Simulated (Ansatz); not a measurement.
The cell of RbAg2 is invented: random cell by space group and Wyckoff sites (P4/mmm, No. 123). Lengths were set from tabulated atomic sizes, so they are only a guess.

```xyz
3
Lattice="4.1971 0.0000 0.0000 0.0000 4.1971 0.0000 0.0000 0.0000 5.0628" Properties=species:S:1:pos:R:3 pbc="T T T"
Rb    2.0986    2.0986    0.0000
Ag    0.0000    0.0000    3.7694
Ag    0.0000    0.0000    1.2934
```

All numbers below come from Ansatz, DFT PBE, scalar-relativistic, plane waves, PAW. Cutoff 420 eV, Gaussian smearing, Γ-centred meshes. Cell and atoms relax first on a coarse mesh and then on a finer one. In between, the cell is made exact in the group found at 0.06 Å. In metals the finer mesh still leaves noise of several meV/atom or more. The steps can't lower the symmetry of their start. No spin polarisation.

A guess keeps its type if space group and coordination stay and the shape of the cell changes little (axis ratios within about 15 %, angles within 6°); the volume may change.

Question: Will the relaxed cell still be of the starting type?

Answer: It keeps its type. The symmetry stays P4/mmm (No. 123). The volume per atom grows by 42.3 %, from 29.7 to 42.3 Å³. The shortest distance goes from 2.48 Å (Ag–Ag) to 2.68 Å (Ag–Ag). The ratio c/a of the conventional cell changes by a factor of 0.92. Counting neighbours within 15 % of an atom's shortest distance, the start has Ag 2, Rb 8 and the end Ag 2, Rb 8.

The last run used a 10×10×10 mesh for its 3-atom cell and Gaussian smearing of 0.10 eV. Symmetry constrained the relaxation, so the result can be a saddle point.
